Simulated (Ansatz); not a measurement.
YOF (space group R-3m)

```
YOF
1.0
    1.86884     1.07897     6.19115
   -1.86884     1.07897     6.19115
    0.00000    -2.15794     6.19115
Y O F
2 2 2
Cartesian
  0.00000   0.00000  13.77779
  0.00000   0.00000   4.79567
  0.00000   0.00000  11.53782
  0.00000   0.00000   7.03564
  0.00000   0.00000   2.42230
  0.00000   0.00000  16.15116
```

The slice is a (0001) plane (indices of the conventional cell) through the point (0.870, 0.870, 0.870) (fractional), spanned by u = [1 0 -1] and v = [-1 2 -1] in vectors of this cell: u (3.74 Å) and v (6.47 Å, at 90° to u). It covers one period; positions are fractions (u, v).

Calculation: LDA (plane waves to 420 eV, PAW, scalar-relativistic; Ansatz, a first-principles code). k mesh 10×10×10. Near the nuclei the fields are pseudised (PAW); where an atom keeps semicore shells as valence, they peak there. YOF is run without spin polarisation. YOF was relaxed with its symmetry unable to fall.

Q: Sketch the valence electron density on this plane as a map.

A: 
```
|985310001358|
|654200000245|
|332100000123|
|221000000012|
|321000000012|
|432101110123|
|432223332223|
|332245654223|
|212358985321|
|001369996310|
|001358985310|
|000245654200|
|000123332100|
|000012221000|
|000012321000|
|110123432101|
|332223432223|
|654223332245|
|985321212358|
|996310001369|
```
Scale: ten equal steps from -1.43 (start of '0') to 1.15 (end of '9'), in the order '0123456789'. Values: log₁₀ of the valence density in e/Å³. The map has 12 points along u (one character each, u = 0 at the left) and 20 along v (v = 0 in the bottom row). The scale is logarithmic, as a density can span decades between atoms and voids.
